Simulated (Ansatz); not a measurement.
A relaxation computed with Ansatz, from input to last step.

```yaml
crystal:
  lattice:
    - [5.1031573691, 0.0, 0.0]
    - [0.0, 5.1031573691, 0.0]
    - [0.0, 0.0, 5.1031573691]
  atoms:
    - { symbol: Na, position: [0.0, 0.0, 0.0] }
    - { symbol: Te, position: [0.0, 0.5, 0.5] }
    - { symbol: Te, position: [0.5, 0.0, 0.5] }
    - { symbol: Te, position: [0.5, 0.5, 0.0] }
    - { symbol: As, position: [0.5, 0.5, 0.5] }
basis:
  ecutwfc: 420
kpoints:
  mp_grid: { grid: [4, 4, 4] }
hamiltonian:
  xc: pbe
scf:
  occupations: { method: gaussian, width: 0.1 }
  lower_state_search: "off"
output:
  forces: true
  stress: true
  eigenvalues: true
relax:
  adjacent_minimum: "off"
  f_tol: 0.04
  max_steps: 70
  cell: { stress_tol: 0.4 }
```

```bash
ansatz run input.yaml --threads 1 --pin off --max-ram 2560MiB --backend cpu --events-out ev --progress --plain --runs-dir out
```

Method: DFT PBE, scalar-relativistic, plane waves, PAW (Ansatz).

Of 5 frames 5 are shown, positions in Å and forces in eV/Å; the SCF threshold varies from step to step. Steps run on the plane waves of an earlier cell, with a Pulay correction in the pressure. The basis is chosen afresh for the last frame, the zero of the energies, and at times for earlier ones too; energy and pressure step there, also at an unchanged geometry. Here that happened at step 5 (-2 meV/atom, 0.1 GPa); the frames before carry an error of that size.

```xyz
5
Lattice="5.1032 0.0000 0.0000 0.0000 5.1032 0.0000 0.0000 0.0000 5.1032" Properties=species:S:1:pos:R:3:forces:R:3 pbc="T T T" step=1 free_energy_over_end_meV_per_atom=306.00 pressure_GPa=15.13
Na    0.0000    0.0000    0.0000    0.0000    0.0000    0.0000
Te    0.0000    2.5516    2.5516    0.0000    0.0000    0.0000
Te    2.5516    0.0000    2.5516    0.0000    0.0000    0.0000
Te    2.5516    2.5516    0.0000    0.0000    0.0000    0.0000
As    2.5516    2.5516    2.5516    0.0000    0.0000    0.0000
5
Lattice="5.3519 0.0000 0.0000 0.0000 5.3519 0.0000 0.0000 0.0000 5.3519" Properties=species:S:1:pos:R:3:forces:R:3 pbc="T T T" step=2 free_energy_over_end_meV_per_atom=61.21 pressure_GPa=5.24
Na    0.0000    0.0000    0.0000    0.0000    0.0000    0.0000
Te    0.0000    2.6760    2.6760    0.0000    0.0000    0.0000
Te    2.6760    0.0000    2.6760    0.0000    0.0000    0.0000
Te    2.6760    2.6760    0.0000    0.0000    0.0000    0.0000
As    2.6760    2.6760    2.6760    0.0000    0.0000    0.0000
5
Lattice="5.5050 0.0000 0.0000 0.0000 5.5050 0.0000 0.0000 0.0000 5.5050" Properties=species:S:1:pos:R:3:forces:R:3 pbc="T T T" step=3 free_energy_over_end_meV_per_atom=7.56 pressure_GPa=1.41
Na    0.0000    0.0000    0.0000    0.0000    0.0000    0.0000
Te    0.0000    2.7525    2.7525    0.0000    0.0000    0.0000
Te    2.7525    0.0000    2.7525    0.0000    0.0000    0.0000
Te    2.7525    2.7525    0.0000    0.0000    0.0000    0.0000
As    2.7525    2.7525    2.7525    0.0000    0.0000    0.0000
5
Lattice="5.5659 0.0000 0.0000 0.0000 5.5659 0.0000 0.0000 0.0000 5.5659" Properties=species:S:1:pos:R:3:forces:R:3 pbc="T T T" step=4 free_energy_over_end_meV_per_atom=2.15 pressure_GPa=0.21
Na    0.0000    0.0000    0.0000    0.0000    0.0000    0.0000
Te    0.0000    2.7830    2.7830    0.0000    0.0000    0.0000
Te    2.7830    0.0000    2.7830    0.0000    0.0000    0.0000
Te    2.7830    2.7830    0.0000    0.0000    0.0000    0.0000
As    2.7830    2.7830    2.7830    0.0000    0.0000    0.0000
5
Lattice="5.5659 0.0000 0.0000 0.0000 5.5659 0.0000 0.0000 0.0000 5.5659" Properties=species:S:1:pos:R:3:forces:R:3 pbc="T T T" step=5 free_energy_over_end_meV_per_atom=0.00 pressure_GPa=0.33
Na    0.0000    0.0000    0.0000    0.0000    0.0000    0.0000
Te    0.0000    2.7830    2.7830    0.0000    0.0000    0.0000
Te    2.7830    0.0000    2.7830    0.0000    0.0000    0.0000
Te    2.7830    2.7830    0.0000    0.0000    0.0000    0.0000
As    2.7830    2.7830    2.7830    0.0000    0.0000    0.0000
```

The start puts this composition into another compound's structure type, which needn't suit it. At the end the space group is Pm-3m (tolerance 0.05 Å).

Time: 21 s on 1 thread of Arm Neoverse V2, on a shared host, peak memory 0.43 GiB.

The k mesh is coarse.